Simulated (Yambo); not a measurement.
BSE-type run in Yambo on MgO (rock salt, space group Fm-3m, No. 225), at zero momentum. LDA wavefunctions on a 4×4×4 mesh, a = b = c = 2.941 Å, α = β = γ = 60.00°.

Yambo input:
```
rim_cut
optics
bse
bss
dipoles
em1s
RandQpts= 1000000
RandGvec= 1 Ry
FFTGvecs= 40 Ry
Chimod= "HARTREE"
BSKmod= "SEX"
BSEmod= "resonant"
BSSmod= "hs"
BSENGexx= 15 Ry
BSENGBlk= 4 Ry
% KfnQP_E
 2.814 | 1.0 | 1.0 |
%
% BSEQptR
 1 | 1 |
%
% BSEBands
 6 | 9 |
%
% BEnRange
 0.0 | 15.2 | eV
%
% BDmRange
 0.15 | 0.15 | eV
%
BEnSteps= 304
% BLongDir
 1.0 | 0.0 | 0.0 |
%
BSHayTrs= -0.02
BSSNEig= 24
WRbsWF
% BndsRnXs
 2 | 13 |
%
NGsBlkXs= 4 Ry
% LongDrXs
 1.0 | 1.0 | 1.0 |
%
```

From the report:

The dimension is k points × valence × conduction bands = 64 × 3 × 1 = 192.
```
   [SLEPC] Approach                          : Krylov-Schur
   [SLEPC] Number of requested eigenvalues   :  24
   [SLEPC] Number of eigenvalues        [NEV]:  24
    [K] Dimension                                    :  192
    [K] Bands                                        :   6   9
    [K] Exchange res                                 : yes
    [K] Correlation res                              : yes
    [K] W interaction is bare                        : no
    [K] RL vectors exchange                          :  137
    [K] RL vectors correlation                       :  27
    [W] Matrix size                                  :  27
    [W] Bands                                        :   2  13
    [W] Coulomb Cutoff                               : none
    [W] Hxc Kernel                                   : HARTREE
```

Geometry relaxed with LDA.
